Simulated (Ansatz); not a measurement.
Here is an unrelaxed guess for Co3W2.

```yaml
crystal:
  lattice:
    - [2.70563, 0.00000, 0.00000]
    - [-1.35281, 2.34314, 0.00000]
    - [0.00000, 0.00000, 20.83530]
  atoms:
    - { symbol: Co, position: [0.33333, 0.66667, 0.80000] }
    - { symbol: Co, position: [0.33333, 0.66667, 0.20000] }
    - { symbol: Co, position: [0.33333, 0.66667, 0.40000] }
    - { symbol: Co, position: [0.33333, 0.66667, 0.60000] }
    - { symbol: Co, position: [0.66667, 0.33333, 0.30000] }
    - { symbol: Co, position: [0.66667, 0.33333, 0.70000] }
    - { symbol: W, position: [0.33333, 0.66667, 0.00000] }
    - { symbol: W, position: [0.66667, 0.33333, 0.90000] }
    - { symbol: W, position: [0.66667, 0.33333, 0.10000] }
    - { symbol: W, position: [0.66667, 0.33333, 0.50000] }
```

Level of theory: Ansatz 0.2.0, DFT PBE, scalar-relativistic, plane waves, PAW. Cutoff 420 eV; k points 6×6×1 on the computed 10-atom cell (Γ-centred); Gaussian smearing, width 0.10 eV; collinear spin from starting moments 3.0 3.0 3.0 3.0 3.0 3.0 0.0 0.0 0.0 0.0 μB.

Energies over the elements count from the elements' standard structures at the same level, with no fitted energy shifts.

**Question.** How far from equilibrium is it?

**Answer.** The pressure is 11.5 GPa (the mean over three directions, positive in compression), the largest force is 4.21 eV/Å, and the energy is +0.52 eV/atom against the elements. The shortest distance is 2.60 Å.

**Question.** How much does it gain on relaxing, and where does it end?

**Answer.** Relaxing gains about 0.23 eV/atom (the start's value is from the coarse mesh, so the gain is rough) in 13 ionic steps and ends at +0.29 eV/atom on the finer mesh. The symmetry stays P-6m2 (No. 187). The volume per atom grows by 0.9 %, from 13.2 to 13.3 Å³. The shortest distance goes from 2.60 Å (Co–W, Co–Co and W–W) to 2.47 Å (Co–Co). Conventional cell: a = 2.695 Å, c = 21.198 Å. Co on its first site is surrounded by 3 Co at 2.48 Å, 3 W at 2.62 Å and 6 Co at 2.69 Å; Co on its second site is surrounded by 3 Co at 2.47 Å, 3 W at 2.64 Å and 6 Co at 2.69 Å; W on a site of symmetry -6m2 has 6 W at 2.69 Å and 6 W at 2.96 Å; 3 more sites not described.

The last run used collinear spin, an 18×18×2 mesh (in the run's order of axes) for its 10-atom cell and Gaussian smearing of 0.10 eV. Spin–orbit coupling, which can matter for W, is left out. The magnetic state reached may not be the lowest. The relaxation can't lower the symmetry of the start. Symmetry constrained the relaxation, so the result can be a saddle point.
